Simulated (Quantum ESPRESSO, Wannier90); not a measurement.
Tight-binding from DFT: HgSe (zinc blende)

Cell from Materials Project (mp-820), symmetrised, no further relaxation. COD (Crystallography Open Database) has an entry of this formula and space group (matched by these alone). Level: PBE, no spin polarisation, no spin-orbit coupling; pw.x of Quantum ESPRESSO at 69 Ry with PseudoDojo potentials, 8×8×8 k-points, Wannier90. Density: 8×8×8 mesh, Gaussian smearing 0.01 Ry. Spin-orbit coupling is left out although heavy elements are present.

On the energy scale of pw.x, whose zero is arbitrary, the Fermi level lies at 8.28 eV.

Input w.win:

```
num_bands = 5
num_wann = 5
exclude_bands = 1-4,10-31
num_iter = 1000
conv_tol = 1.0e-6
conv_window = 4
write_hr = true
write_u_matrices = true
auto_projections = true
begin unit_cell_cart
ang
    0.0000000000    3.0963250000    3.0963250000
    3.0963250000    0.0000000000    3.0963250000
    3.0963250000    3.0963250000    0.0000000000
end unit_cell_cart
begin atoms_frac
Hg   0.0000000000  0.0000000000  0.0000000000
Se   0.2500000000  0.2500000000  0.2500000000
end atoms_frac
mp_grid = 8 8 8
begin kpoints
0.0000000000 0.0000000000 0.0000000000
0.0000000000 0.0000000000 0.1250000000
0.0000000000 0.0000000000 0.2500000000
... (509 more lines: the 8x8x8 mesh through Gamma)
end kpoints
```

Input of pw2wannier90.x that gives the overlap and projection files (equivalent; here they were cut from one run over all bands):

```
&inputpp
  outdir = './out'
  prefix = 'pwscf'
  seedname = 'w'
  write_amn = .true.
  write_mmn = .true.
  atom_proj = .true.
  atom_proj_exclude = 1 2 3 4 5 6 7 8 9 10 16 17 18 19
/
```

Output w.wout (banner and timings cut):

```
                                    ------
                                    SYSTEM
                                    ------

                              Lattice Vectors (Ang)
                    a_1     0.000000   3.096325   3.096325
                    a_2     3.096325   0.000000   3.096325
                    a_3     3.096325   3.096325   0.000000

                   Unit Cell Volume:      59.37035  (Ang^3)

                        Reciprocal-Space Vectors (Ang^-1)
                    b_1    -1.014620   1.014620   1.014620
                    b_2     1.014620  -1.014620   1.014620
                    b_3     1.014620   1.014620  -1.014620

 *----------------------------------------------------------------------------*
 |   Site       Fractional Coordinate          Cartesian Coordinate (Ang)     |
 +----------------------------------------------------------------------------+
 | hg   1   0.00000   0.00000   0.00000   |    0.00000   0.00000   0.00000    |
 | se   1   0.25000   0.25000   0.25000   |    1.54816   1.54816   1.54816    |
 *----------------------------------------------------------------------------*
                                ------------
                                K-POINT GRID
                                ------------

             Grid size =  8 x  8 x  8      Total points =  512

 *---------------------------------- MAIN ------------------------------------*
 |  Number of Wannier Functions               :                 5             |
 |  Number of Objective Wannier Functions     :                 5             |
 |  Number of input Bloch states              :                 5             |
 |  Output verbosity (1=low, 5=high)          :                 1             |
 |  Timing Level (1=low, 5=high)              :                 1             |
 |  Optimisation (0=memory, 3=speed)          :                 3             |
 |  Length Unit                               :               Ang             |
 |  Post-processing setup (write *.nnkp)      :                 F             |
 |  Using Gamma-only branch of algorithms     :                 F             |
 *----------------------------------------------------------------------------*
 *------------------------------- WANNIERISE ---------------------------------*
 |  Total number of iterations                :              1000             |
 |  Number of CG steps before reset           :                 5             |
 |  Trial step length for line search         :             2.000             |
 |  Convergence tolerence                     :         0.100E-05             |
 |  Convergence window                        :                 4             |
 |  Iterations between writing output         :                 1             |
 |  Iterations between backing up to disk     :               100             |
 |  Write r^2_nm to file                      :                 F             |
 |  Write xyz WF centres to file              :                 F             |
 |  Write on-site energies <0n|H|0n> to file  :                 F             |
 |  Use guiding centre to control phases      :                 F             |
 |  Use phases for initial projections        :                 F             |
 *----------------------------------------------------------------------------*
 *-------------------------------- PLOTTING ----------------------------------*
 |  Plotting Hamiltonian in WF basis          :                 T             |
 *----------------------------------------------------------------------------*

       ... (k-mesh section left out)

 Starting a new Wannier90 calculation ...

 Reading overlaps from w.mmn

 Reading projections from w.amn

 *------------------------------- WANNIERISE ---------------------------------*
 +--------------------------------------------------------------------+<-- CONV
 | Iter  Delta Spread     RMS Gradient      Spread (Ang^2)            |<-- CONV
 +--------------------------------------------------------------------+<-- CONV

 ------------------------------------------------------------------------------
 Initial State
  WF centre and spread    1  (  1.548162,  1.548162,  1.548162 )     0.23290209
  WF centre and spread    2  (  1.548162,  1.548163,  1.548163 )     0.23298723
  WF centre and spread    3  (  1.548162,  1.548162,  1.548162 )     0.23298723
  WF centre and spread    4  (  1.548162,  1.548162,  1.548162 )     0.23290209
  WF centre and spread    5  (  1.548163,  1.548163,  1.548163 )     0.23298723
  Sum of centres and spreads (  7.740812,  7.740812,  7.740812 )     1.16476586

      0     0.116E+01     0.0000000000        1.1647658589  <-- CONV
        O_D=      0.0000000 O_OD=      0.0002497 O_TOT=      1.1647659 <-- SPRD
 ------------------------------------------------------------------------------
      1    -0.488E-14     0.0000007777        1.1647658589  <-- CONV
        O_D=      0.0000000 O_OD=      0.0002497 O_TOT=      1.1647659 <-- SPRD
      2    -0.955E-14     0.0000007759        1.1647658589  <-- CONV
        O_D=      0.0000000 O_OD=      0.0002497 O_TOT=      1.1647659 <-- SPRD
      3    -0.144E-13     0.0000007722        1.1647658589  <-- CONV
        O_D=      0.0000000 O_OD=      0.0002497 O_TOT=      1.1647659 <-- SPRD
      4    -0.187E-13     0.0000007668        1.1647658589  <-- CONV
        O_D=      0.0000000 O_OD=      0.0002497 O_TOT=      1.1647659 <-- SPRD
             <<<     Delta < 1.000E-06  over  4 iterations     >>>
             <<< Wannierisation convergence criteria satisfied >>>
 Final State
  WF centre and spread    1  (  1.548162,  1.548162,  1.548162 )     0.23290209
  WF centre and spread    2  (  1.548162,  1.548163,  1.548163 )     0.23298723
  WF centre and spread    3  (  1.548162,  1.548162,  1.548162 )     0.23298723
  WF centre and spread    4  (  1.548162,  1.548162,  1.548162 )     0.23290209
  WF centre and spread    5  (  1.548163,  1.548163,  1.548163 )     0.23298723
  Sum of centres and spreads (  7.740812,  7.740812,  7.740812 )     1.16476586

         Spreads (Ang^2)       Omega I      =     1.164516171
        ================       Omega D      =     0.000000000
                               Omega OD     =     0.000249688
    Final Spread (Ang^2)       Omega Total  =     1.164765859
```
